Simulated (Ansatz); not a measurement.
# Ansatz 0.2.0, relaxation: HBr$_{4}$

Run with:

```bash
ansatz run input.yaml --threads 1 --pin off --max-ram 2560MiB --backend cpu --events-out ev --progress --plain --runs-dir out
```

input.yaml:

```yaml
crystal:
  lattice:
    - [4.054486, 4.257492, 0.0]
    - [4.054486, -4.257492, 0.0]
    - [0.0, 0.0, -3.640805]
  atoms:
    - { symbol: Br, position: [0.1894, 0.8106, 0.5] }
    - { symbol: Br, position: [0.8106, 0.1894, 0.5] }
    - { symbol: H, position: [0.0, 0.0, 0.0] }
    - { symbol: Br, position: [0.2852, 0.2852, 0.0] }
    - { symbol: Br, position: [0.7148, 0.7148, 0.0] }
  symmetry: { tolerance: 0.0003 }
kpoints:
  mp_grid: { grid: [3, 3, 5], shift: [0, 0, 0] }
magnetization:
  spin_polarized: false
scf:
  occupations: { method: fermi_dirac }
  mixing: { algorithm: msr1, beta: 0.2, ndim: 4 }
hamiltonian:
  pseudopotentials: { kind: paw }
  xc: r2scan
basis:
  ecutwfc: 500
output:
  forces: true
  stress: true
  eigenvalues: true
  write_density: true
  write_potential: true
  elf: true
  volumetric_format: npy
relax:
  max_steps: 40
  cell: {}
```

Origin of the cell: a known structure type with other elements, at an estimated volume, so it need not be a known compound.

The smearing width isn't typed, so it takes its default of 0.1 eV.

Output (shortened):

```
Pseudopotentials: kind: paw
Pseudopotential: Br, paw, valence charge 7, recommended cutoff 500 eV (meta_gga), Br.paw.azcp
Pseudopotential: H, paw, valence charge 1, recommended cutoff 500 eV (meta_gga), H.paw.azcp
Functional definition: r2SCAN
  exchange = r2scan_x(k0 = k0, k1 = k1, a1 = a1)
  correlation = r2scan_c
Crystal: 5 atoms, lattice volume = 125.695 Å³
Basis set: ecut = 500 eV, 3213 PW (Γ), exchange–correlation on 180×180×108 points (64 copies of the dense FFT grid, shifted against one another)
Bands: 20, of which v1, the nominal top of the filled ones, is band 15 counted from 1 (14 counted from 0)
Symmetry: 8 space group operations
Space group: Cmmm (ITA 65), of the structure as read, at distance tolerance 1.5e-3 Å
[… 6 lines left out …]
Initial density: superposition of atomic densities (neutral atoms: chi_scale 0, normalization atom), corrected by the library's trained network
Functional: x = r2scan, c = r2scan; τ floored in thin density (d = 2e-4 eV/Å³)
SCF iter   1: F=—  HF=-11183.571596 eV  Δρ=4.22e-3  dr2=3.72e-2  dr2_τ=2.87e-3
SCF iter   2: F=—  HF=-11183.579687 eV  Δρ=3.32e-3  dr2=2.31e-2  dr2_τ=1.98e-4
SCF iter   3: F=—  HF=-11183.577864 eV  Δρ=6.79e-4  dr2=9.48e-4  dr2_τ=1.32e-4
SCF iter   4: F=—  HF=-11183.578320 eV  Δρ=4.73e-4  dr2=2.33e-4  dr2_τ=8.40e-6
SCF iter   5: F=—  HF=-11183.578486 eV  Δρ=2.31e-4  dr2=6.96e-5  dr2_τ=9.19e-6
SCF iter   6: F=—  HF=-11183.578535 eV  Δρ=6.68e-5  dr2=8.20e-6  dr2_τ=1.16e-7
SCF iter   7: F=—  HF=-11183.578536 eV  Δρ=2.49e-5  dr2=1.96e-6  dr2_τ=9.12e-8
SCF iter   8: F=—  HF=-11183.578536 eV  Δρ=9.79e-6  dr2=2.77e-7  dr2_τ=5.83e-9
SCF iter   9: F=-11183.578536 eV  HF=-11183.578536 eV  Δρ=4.64e-6  dr2=4.73e-8  dr2_τ=1.48e-9
relax step   1: F+E_penalty+E_count = -11183.578536 eV  Δ(F+E_penalty+E_count) = +0.000e0 eV  max|allowed force component| = 2.487e-1 eV/Å  Δτ_max = 0.0000 Å  P = -2.235 GPa  Ω = 125.695 Å³ […]
relax step   2: F+E_penalty+E_count = -11183.821094 eV  Δ(F+E_penalty+E_count) = -2.426e-1 eV  max|allowed force component| = 6.178e-1 eV/Å  Δτ_max = 0.1950 Å  P = -0.379 GPa  Ω = 111.259 Å³ […]
relax step   3: F+E_penalty+E_count = -11184.507916 eV  Δ(F+E_penalty+E_count) = -6.868e-1 eV  max|allowed force component| = 1.338e0 eV/Å  Δτ_max = 0.1962 Å  P = +1.709 GPa  Ω = 106.405 Å³ […]
relax step   4: F+E_penalty+E_count = -11185.296240 eV  Δ(F+E_penalty+E_count) = -7.883e-1 eV  max|allowed force component| = 3.858e-1 eV/Å  Δτ_max = 0.1950 Å  P = +3.136 GPa  Ω = 106.307 Å³ […]
relax step   5: F+E_penalty+E_count = -11185.444820 eV  Δ(F+E_penalty+E_count) = -1.486e-1 eV  max|allowed force component| = 8.729e-1 eV/Å  Δτ_max = 0.1082 Å  P = +1.471 GPa  Ω = 117.092 Å³ […]
relax step   6: F+E_penalty+E_count = -11185.541572 eV  Δ(F+E_penalty+E_count) = -9.675e-2 eV  max|allowed force component| = 1.147e-1 eV/Å  Δτ_max = 0.1191 Å  P = +0.167 GPa  Ω = 118.472 Å³ […]
relax step   7: F+E_penalty+E_count = -11185.586300 eV  Δ(F+E_penalty+E_count) = -4.473e-2 eV  max|allowed force component| = 4.281e-2 eV/Å  Δτ_max = 0.1079 Å  P = +0.700 GPa  Ω = 116.877 Å³ […]
relax step   8: F+E_penalty+E_count = -11185.592672 eV  Δ(F+E_penalty+E_count) = -6.373e-3 eV  max|allowed force component| = 2.396e-2 eV/Å  Δτ_max = 0.0240 Å  P = -0.161 GPa  Ω = 120.927 Å³ […]
relax step   9: F+E_penalty+E_count = -11185.593513 eV  Δ(F+E_penalty+E_count) = -8.403e-4 eV  max|allowed force component| = 3.517e-3 eV/Å  Δτ_max = 0.0057 Å  P = +0.006 GPa  Ω = 120.004 Å³ […]
relax step  10: F+E_penalty+E_count = -11185.594209 eV  Δ(F+E_penalty+E_count) = -6.966e-4 eV  max|allowed force component| = 3.558e-3 eV/Å  Δτ_max = 0.0000 Å  P = +0.007 GPa  Ω = 120.004 Å³  stress off target by 3.96e-2 GPa […]
SCF 10 converged in 7 iterations: F = -11185.594209 eV  dr2 = 2.65e-11
basis re-selected at this cell: Δ(F+E_penalty+E_count) = -6.966e-4 eV, ΔP = +0.001 GPa vs the last step (what re-selecting the basis moved, of the pressure what is left beyond the Pulay corre […]
SCF converged after 7 iterations
Free energy (F): -11185.594209 eV
Harris-Foulkes:  -11185.594209 eV  (|F-HF|=3.64e-12)
Internal energy: -11185.399561 eV  (E = F + TS)
E sigma→0 (E₀):  -11185.496885 eV
Entropy (-TS):   -0.194648 eV (-38.930 meV/atom)
Fermi energy:    2.315654 eV
--- Per-component energies (eV) ---
  E_band       = -87.855943
  E_kinetic    = 540.603750
  E_local      = -771.867835  (includes V_loc(G=0)·N_el)
  E_nonlocal   = 280.341640
  E_hartree    = 172.012863
  E_xc         = -1003.425572
  E_vxc        = -459.545545  (∫ρ·V_xc dr)
  E_paw        = -9082.458208  (= ΣΔE_a)
  E_vpaw       = -44.686388  (= ΣTr[D̂ρ^β])
  E_aug_tail   = -0.000338  (compensation charges beyond the density's cutoff)
  E_vtau       = 23.273063  (kinetic-family band-sum trace: ∫τ·v_τ [+ j·A + Jᵃ·Aᵃ] dr)
  E_ewald      = -1319.973086
  E_core_change = -0.632775  (= ΣΔE_core)
  E_smearing   = -0.194648  (= −TS)
  Σ components = -11185.594209   (vs F -11185.594209, Δ=0.00e0)
--- Forces (eV/Å), atoms counted from 1 ---
  atom   1  Br     0.000000    -0.003558    -0.000000
  atom   2  Br     0.000000     0.003558     0.000000
  atom   3  H     -0.000000    -0.000000     0.000000
  atom   4  Br    -0.003299    -0.000000     0.000000
  atom   5  Br     0.003299     0.000000    -0.000000
  max |Σ_I F_I| component: 3.47e-18 eV/Å
--- Stress (GPa, compression-positive) ---
       -0.018151       0.000000       0.000000
        0.000000      -0.001202      -0.000000
        0.000000      -0.000000       0.039551
  P = ⅓ Tr σ = 0.0067 GPa (0.067 kbar)
--- Relaxed structure (9 steps of the walk, 9 accepted, 1 SCFs on fresh bases) ---
  F+E_penalty+E_count = -11185.594209 eV   max|allowed force component| = 3.558e-3 eV/Å   (the final SCF, on the basis selected at the relaxed cell)
  cell:  # Å, volume = 120.0039 Å³
    - [3.311750, 4.462767, 0.0]
    - [3.311750, -4.462767, 0.0]
    - [0.0, 0.0, -4.059789]
  atoms:
    - { symbol: Br, position: [0.246570, 0.753430, 0.5] }
    - { symbol: Br, position: [0.753430, 0.246570, 0.5] }
    - { symbol: H, position: [0.0, 0.0, 0.0] }
    - { symbol: Br, position: [0.251800, 0.251800, 0.0] }
    - { symbol: Br, position: [0.748200, 0.748200, 0.0] }
```

Caveats: no moments, though an odd count or open d shells may carry them; the k mesh is coarse if the cell is a metal; the relaxation held the start's symmetry, so the end may be a saddle point.

Time: 31 s on 1 thread of AMD EPYC 9R45 96-Core Processor (Zen 5), with other jobs on the host, peak memory 0.65 GiB, from the program's own first density.
